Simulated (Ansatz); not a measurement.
YB2As3: reading a single point

```
CELL_PARAMETERS angstrom
2.91363 5.04093 0.00000
2.91363 -5.04093 0.00000
0.02204 0.00000 -3.32443
ATOMIC_POSITIONS crystal
B 0.33200 0.66800 0.00000
B 0.66800 0.33200 0.00000
Y 0.00000 0.00000 0.00000
As 0.50000 0.00000 0.50000
As 0.00000 0.50000 0.50000
As 0.50000 0.50000 0.50000
```

Single point in Ansatz 0.2.0 with r2SCAN, no spin polarisation. Cutoff 500 eV, PAW datasets, 5×5×8 Γ-centred k mesh, gaussian filling (width 0.1027 eV).

Problem. What does the stress say?

Solution. The pressure is -3.2 GPa (compression positive), so with the atoms held at these fractions the cell would first shrink. The principal stresses -7.9, -1.2, -0.6 GPa differ, so its shape would change too.

Problem. Metal or insulator?

Solution. It is a metal, with about 3.1 states/eV a cell as the mean within 0.25 eV of the Fermi level, mostly B p (33 %), As p (29 %) and Y d (24 %).

Problem. Are the atoms at rest?

Solution. Nearly at rest: the largest force is 0.014 eV/Å.

Problem. How is the charge shared?

Solution. Bader charges in e: Y +1.51, B -0.36, As -0.26. In the mean Y gives up most and B takes most.

Problem. What do density and ELF say about some of the short contacts?

Solution. B–As at 2.35 Å: least valence density 0.43 e/Å³ and ELF 0.68 there. Y–Y at 3.32 Å: least valence density 0.15 e/Å³ and ELF 0.32 there. Y–As at 3.34 Å: least valence density 0.11 e/Å³ and ELF 0.08 there. Both are smooth PAW fields, read partly inside the augmentation spheres.

Origin: a known structure type with other elements, at an estimated volume, so it need not be a known compound.
